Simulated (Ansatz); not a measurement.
ZnPt: energy along a strain

ZnPt, P4/mmm, a = 2.864 Å, c = 3.510 Å (as given, not relaxed at this level: -5.9 GPa). The structure is a COD entry; whether it is the stable form wasn't checked. Ansatz: PBEsol, PAW, 420 eV, Γ-centred 16×16×14 mesh on 2 atoms, Gaussian smearing 0.15 eV; no spin polarisation. Cell vectors (Å): 2.864 0.000 0.000; 0.000 2.864 0.000; 0.000 0.000 3.510. The cell is strained by x per cent times the pattern (1 0 0 0 0 0) in the order xx yy zz yz xz xy (engineering shears), with fractional coordinates held. y is the free energy over the start, V0 = 14.395 Å³/atom. Points with a strain past 8.5 % were computed too (3) and aren't used here.

| x (%) | y (meV/atom) |
| --- | --- |
| -7.50 | ? |
| -5.00 | 13.08 |
| -2.50 | -4.19 |
| 0.00 | 0.00 |
| 2.50 | 20.79 |
| 5.00 | 54.33 |
| 7.50 | 97.49 |

**Question.** Fit y = c1 x + c2 x² + c3 x³ to the other rows, get the stiffness along the pattern, and predict the missing energy.

**Answer.** Least squares on the rows shown. y = 5.1837 x + 1.3500 x² − 0.041230 x³. The clamped-ion stiffness p·C·p = 2 × 13.50 eV × 160.2 / 14.395 Å³ = 300 GPa, which is C11 in these axes (second derivative at the start, which stands under stress). At x = -7.50 the fit asked for gives 54.45 meV/atom. The run gave 58.05 meV/atom, so the fit is 3.60 meV/atom too low, 3.5 % of the span of the series, against an rms of 0.17 meV/atom on the fitted rows. The row lies outside the fitted range. With a term in x⁴ added, a fit to the same known rows predicts 57.47 meV/atom, so most of the miss is curvature that the known rows already hold.

Spin–orbit coupling is left out, which can shift energies with elements as heavy as these.